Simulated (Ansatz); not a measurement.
Values for one crystal, relaxed and computed with the program Ansatz at the r²SCAN level (PAW); other levels are named.

| Quantity | Result |
|---|---|
| Volume per atom | 16.31 Å³ |
| Electronic character | metallic (no gap) |
| Formation energy from the elements (no fitted shifts) | -0.81 eV/atom |
| Bulk modulus (Birch–Murnaghan fit) | 162 GPa |
| Pressure derivative B′ | 3.9 |
| Density of states at the Fermi level | 0.44 states/eV per atom (mean over ±0.08 eV) |

### Question
Which of these materials gives this?
A) BaSi3Pd, I4mm (Ba on 2a, Si on 2a, Si on 4b, Pd on 2a)
B) LaSi3Rh, I4mm (La on 2a, Si on 2a, Si on 4b, Rh on 2a)
C) YSi2, C2/c (Y on 4e, Si on 8f)
D) ZrVSi, P4/nmm (V on 2a, Zr on 2c, Si on 2c)

### Answer
D, ZrVSi, P4/nmm (V on 2a, Zr on 2c, Si on 2c)

The workflow started from an entry of the Crystallography Open Database (COD). Whether it is the stable phase at ambient conditions was not checked. The cell was relaxed with r²SCAN under the symmetry of its start; its stability against distortions is not shown here. The workflow began spin-polarised and lost its moments. The references are the lowest solids computed at this level, not always the standard phases. Scalar-relativistic: spin–orbit coupling is off unless named, which matters more the heavier the elements.

Potentials: the later of the program's two PAW sets.
